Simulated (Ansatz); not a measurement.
NbAu2 (space group P6/mmm)

```cif
data_Au2Nb
_chemical_formula_sum 'Nb1 Au2'
_space_group_name_H-M_alt 'P6/mmm'
_space_group_IT_number 191
_space_group_name_Hall '-P 6 2'
_cell_length_a 4.66046
_cell_length_b 4.66046
_cell_length_c 2.74609
_cell_angle_alpha 90.000
_cell_angle_beta 90.000
_cell_angle_gamma 120.000
loop_
_atom_site_label
_atom_site_type_symbol
_atom_site_symmetry_multiplicity
_atom_site_Wyckoff_symbol
_atom_site_fract_x
_atom_site_fract_y
_atom_site_fract_z
_atom_site_occupancy
Nb1 Nb 1 a 0.00000 0.00000 0.00000 1
Au1 Au 2 d 0.33333 0.66667 0.50000 1
```

Equation-of-state scan: isotropic scaling of the cell above, V₀ being its volume. Symmetry pins the atoms to their sites.

Computed with r2SCAN (plane waves to 500 eV, PAW, scalar-relativistic; Ansatz, a program for electronic structure). k mesh 12×12×17 (Γ-centred), Fermi-Dirac smearing 0.05 eV. Energies are smeared free energies. Stress and pressure are positive under compression. NbAu2 is run without spin polarisation. NbAu2 was relaxed with its symmetry unable to fall. Spin-orbit coupling is left out, though Au is heavy. ΔE is measured from the relaxed starting cell.

```json
[
 {"V/V₀": "0.940", "ΔE (meV/atom)": "?", "P (GPa)": "?"},
 {"V/V₀": "0.955", "ΔE (meV/atom)": "?", "P (GPa)": "10.1"},
 {"V/V₀": "0.970", "ΔE (meV/atom)": "10", "P (GPa)": "6.4"},
 {"V/V₀": "0.985", "ΔE (meV/atom)": "2", "P (GPa)": "3.1"},
 {"V/V₀": "1.000", "ΔE (meV/atom)": "0", "P (GPa)": "0.0"},
 {"V/V₀": "1.015", "ΔE (meV/atom)": "2", "P (GPa)": "-2.8"},
 {"V/V₀": "1.030", "ΔE (meV/atom)": "9", "P (GPa)": "-5.4"},
 {"V/V₀": "1.045", "ΔE (meV/atom)": "19", "P (GPa)": "-7.7"},
 {"V/V₀": "1.060", "ΔE (meV/atom)": "?", "P (GPa)": "-9.8"}
]
```

### Question
Some entries are withheld; supply them.

### Answer

- 0.940, ΔE (meV/atom): 43
- 0.940, P (GPa): 14.2
- 0.955, ΔE (meV/atom): 23
- 1.060, ΔE (meV/atom): 34

(A scan under strain: stresses follow from slopes of the energy per volume, elastic moduli from its curvatures.)
